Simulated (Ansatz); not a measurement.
This guess for La4HfO is about to be relaxed.

```yaml
crystal:
  lattice:
    - [0.00000, 4.29321, 4.29321]
    - [4.29321, 0.00000, 4.29321]
    - [4.29321, 4.29321, 0.00000]
  atoms:
    - { symbol: La, position: [0.86994, 0.37669, 0.37669] }
    - { symbol: La, position: [0.37669, 0.37669, 0.37669] }
    - { symbol: La, position: [0.37669, 0.86994, 0.37669] }
    - { symbol: La, position: [0.37669, 0.37669, 0.86994] }
    - { symbol: Hf, position: [0.75000, 0.75000, 0.75000] }
    - { symbol: O, position: [0.00000, 0.00000, 0.00000] }
```

All numbers below come from DFT PBE, scalar-relativistic, plane waves, PAW (Ansatz). Cutoff 420 eV, Gaussian smearing, Γ-centred meshes. Cell and atoms relax first on a coarse mesh and then on a finer one. In between, the cell is made exact in the group found at 0.06 Å. In metals the finer mesh still leaves noise of several meV/atom or more. The steps can't lower the symmetry of their start. No spin polarisation.

A guess keeps its type if space group and coordination stay and the shape of the cell changes little (axis ratios within about 15 %, angles within 6°); the volume may change.

Task: Does this structure survive the relaxation?

Result: It keeps its type. The symmetry stays F-43m (No. 216). The volume per atom grows by 12.6 %, from 26.4 to 29.7 Å³. The shortest distance goes from 2.99 Å (La–La) to 3.12 Å (La–La). Counting neighbours within 15 % of an atom's shortest distance, the start has Hf 16, La 6, O 16 and the end Hf 16, La 6, O 16.

The zero of energy is the elements' standard structures at the same level (O₂ as a molecule); no fitted shifts are applied.

Task: At what energy does it end?

Result: +0.72 eV/atom. A positive value: parting into the elements would lower its energy.

The last run used an 8×8×8 mesh for its 6-atom cell and Gaussian smearing of 0.10 eV. Spin–orbit coupling, which can matter for Hf, is left out. The cell is a metal run without spin; a magnetic state may lie lower. A structure relaxed within its symmetry needn't be a true minimum. Another cell of La4HfO relaxed alike, in P4/mmm, lies 1.22 eV/atom lower, so this cell isn't the stable form at this level.
